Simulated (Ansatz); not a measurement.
**Harmonic thermodynamics of Zn4O**

Level of theory: DFT PBE, scalar-relativistic, plane waves, PAW (Ansatz). Cutoff 420 eV, 12×12×4 k-points (Γ-centred), Gaussian smearing of 0.10 eV. No spin polarisation. Phonons by linear response, acoustic sum rule imposed.

Relaxed structure:
```
Zn O
1.0
     3.03970    0.00000    0.00000
    -1.51985    2.63246    0.00000
     0.00000    0.00000    9.03705
Zn O
4 1
Cartesian
  1.5199 0.8775 0.1698
  0.0000 0.0000 6.3255
  0.0000 1.7550 4.1877
  0.0000 0.0000 2.1355
  1.5199 0.8775 7.2845
```

The structure comes from a generated guess, relaxed at this level; another structure or a mixture of phases may lie lower. In a metal, frequencies and elastic constants depend on the k mesh and the smearing, soft modes and shear constants most. The q mesh is coarse, so values between its points are rough.

Force constants from linear response on a 3×3×1 q mesh, interpolated to a fine mesh.

**Question.** Give the zero-point energy per atom.

**Answer.** 32.3 meV.

**Question.** How large are the vibrational entropy and heat capacity at 300 K?

**Answer.** S = 4.69 k_B and C_V = 2.75 k_B per atom, 92 % of the Dulong–Petit value.

**Question.** Tabulate them against temperature.

**Answer.**
```tsv
T (K)	F_vib (meV/atom)	S (k_B/atom)	C_V (k_B/atom)
100	24.4	2.04	1.99
200	-0.5	3.62	2.53
300	-36.5	4.69	2.75
400	-80.6	5.50	2.85
500	-130.9	6.14	2.90
600	-186.1	6.67	2.93
700	-245.6	7.13	2.95
800	-308.8	7.52	2.96
900	-375.1	7.87	2.97
1000	-444.3	8.18	2.97
```
